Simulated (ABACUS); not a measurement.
A self-consistent single point of SrTiO3 (I4/mcm, 10 atoms in the cell; from Materials Project mp-4651).

```xyz
10
Lattice="-2.7612 2.7612 3.9226 2.7612 -2.7612 3.9226 2.7612 2.7612 -3.9226" Properties=species:S:1:pos:R:3 pbc="T T T"
Sr     0.0000     2.7612     1.9613
Sr     2.7612     0.0000     1.9613
Ti     0.0000     0.0000     0.0000
Ti     0.0000     0.0000     3.9226
O     -1.2648     1.4963     3.9226
O      4.0260     1.2648     0.0000
O      1.2648     1.4963     0.0000
O      1.4963     1.2648     3.9226
O      0.0000     0.0000     5.8839
O      0.0000     0.0000     1.9613
```

Method: PBEsol, PseudoDojo 0.4 standard norm-conserving PBEsol (tails mended) pseudopotentials (plane waves; ABACUS).

ABACUS settings:

* **KPT**: MP 3 3 3 0 0 0
* **basis_type**: pw
* **dft_functional**: PBESOL
* **ecutwfc**: 84 Ry
* **smearing_method**: gaussian
* **smearing_sigma**: 0.00146997 Ry
* **potentials**: PseudoDojo 0.4 standard norm-conserving PBEsol (tails mended)
* **symmetry**: 1
* **ks_solver**: dav
* **scf_nmax**: 100
* **scf_thr**: 1.0e-09 Ry
* **mixing_type**: broyden
* **mixing_beta**: 0.4

Results:

```
Item                                                      Value
------------------------------------------------  -------------
Number of valence electrons                                  80
Number of bands                                              50
Number of k-points after the program's reduction              6
Number of plane waves (most at a k-point)                 10510
Number of SCF iterations                                     13
FFT grid                                           64 × 64 × 64
Free energy E − TS                                -7799.3513 eV
Pressure                                              -3.37 GPa
Largest force (vector length)                        0.012 eV/Å
```

Forces (eV/Å):
```json
[
 {"atom": "Sr1", "Fx": "0.000", "Fy": "0.000", "Fz": "0.000"},
 {"atom": "Sr2", "Fx": "0.000", "Fy": "0.000", "Fz": "0.000"},
 {"atom": "Ti3", "Fx": "0.000", "Fy": "0.000", "Fz": "0.000"},
 {"atom": "Ti4", "Fx": "0.000", "Fy": "0.000", "Fz": "0.000"},
 {"atom": "O5", "Fx": "0.008", "Fy": "0.008", "Fz": "0.000"},
 {"atom": "O6", "Fx": "-0.008", "Fy": "-0.008", "Fz": "0.000"},
 {"atom": "O7", "Fx": "-0.008", "Fy": "0.008", "Fz": "0.000"},
 {"atom": "O8", "Fx": "0.008", "Fy": "-0.008", "Fz": "0.000"},
 {"atom": "O9", "Fx": "0.000", "Fy": "0.000", "Fz": "0.000"},
 {"atom": "O10", "Fx": "0.000", "Fy": "0.000", "Fz": "0.000"}
]
```

Stress (GPa, positive for compression):
```
-3.35   0.00   0.00
 0.00  -3.35   0.00
 0.00   0.00  -3.42
```

The structure comes from a collection of computed structures, made at another level of theory; the collection holds predicted forms beside known ones.

Cost on one core: around 60 core-seconds (rough).

“Tails mended”: in these copies of the files the far tail of each local potential was reset to the Coulomb form.
